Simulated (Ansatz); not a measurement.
Starting cell, Pb (fcc, Cu type):

```yaml
crystal:
  lattice:
    - [4.99126, 0.00000, 0.00000]
    - [0.00000, 4.99126, 0.00000]
    - [0.00000, 0.00000, 4.99126]
  atoms:
    - { symbol: Pb, position: [0.00000, 0.00000, 0.00000] }
    - { symbol: Pb, position: [0.50000, 0.50000, 0.00000] }
    - { symbol: Pb, position: [0.50000, 0.00000, 0.50000] }
    - { symbol: Pb, position: [0.00000, 0.50000, 0.50000] }
```

Two-dimensional scan of atom 2 (Pb, nearest neighbour Pb at 3.529 Å; its periodic images, 5.0 Å or more away, move with it): u runs along (1.000, 0.000, 0.000), v along (0.000, 0.000, 1.000) (Cartesian). Cell and other atoms are fixed.

All values below come from r2SCAN (plane waves to 500 eV, PAW, scalar-relativistic; Ansatz, a program for electronic structure). k mesh 8×8×8 (Γ-centred), Fermi-Dirac smearing 0.05 eV. Points where atoms come too close for the PAW data are left out (x in tables, blank in figures). With partly filled bands, energies and forces of such displacements shift with the k mesh and the smearing. Fu and Fv are the components of the force on the atom. On this mesh the relaxed cell isn't quite at rest: it carries a pressure of 0.2 GPa (compression positive) at the zero of the scan. Pb was relaxed with its symmetry unable to fall. Spin-orbit coupling is left out, though Pb is heavy. The PAW data are Ansatz's earlier set. 

What Fu (eV/Å) does the calculation give at all points of the grid u = -1.160, -0.580, 0.000, 0.580, 1.160 by v = -1.160, -0.580, 0.000, 0.580, 1.160?

Fu (eV/Å), with u across and v down:

```
v \ u   -1.160  -0.580  0.000  0.580  1.160
------  ------  ------  -----  -----  -----
-1.160       x    7.46   0.00  -7.46      x
-0.580    7.15    2.14   0.00  -2.14  -7.15
0.000     3.52    1.10   0.00  -1.10  -3.52
0.580     7.15    2.14   0.00  -2.14  -7.15
1.160        x    7.46   0.00  -7.46      x
```

(A displaced cell: forces are minus the slopes of the energy, force constants its curvatures, and phonons follow from these.)
